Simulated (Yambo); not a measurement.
```
MgO
1.0
    0.00000     2.09700     2.09700
    2.09700     0.00000     2.09700
    2.09700     2.09700     0.00000
O Mg
1 1
Cartesian
  2.09700   2.09700   2.09700
  0.00000   0.00000   0.00000
```

MgO (rock salt, space group Fm-3m, No. 225): mean Im ε in 1 eV windows above the direct gap of 7.26 eV, for different electron-hole kernels (Yambo, broadening 0.15 eV, PBE (pw.x of Quantum ESPRESSO, ONCV potentials, no spin-orbit coupling) bands; 10×10×10 mesh, 3 valence and 1 conduction bands, static screening with 13 bands and a 4 Ry block, scissor 2.36 eV, Tamm-Dancoff; field along x).

```tsv
window (eV)	independent quasiparticles	RPA (no attraction)	BSE
7.3 to 8.3	0.6	0.5	2.3
8.3 to 9.3	1.0	0.8	2.5
9.3 to 10.3	1.3	1.1	3.6
10.3 to 11.3	2.5	2.0	1.6
11.3 to 12.3	3.2	3.1	2.5
12.3 to 13.3	3.3	3.6	1.3
```

This run doesn't resolve bound excitons or single peaks, so only averages are given, and they too depend on the mesh; weight that the attraction moves below the gap isn't listed. All transitions below 13.61 eV are in the band window. The scissor comes from a G0W0 run whose convergence isn't established.

Geometry of the Materials Project entry, not relaxed at this level.
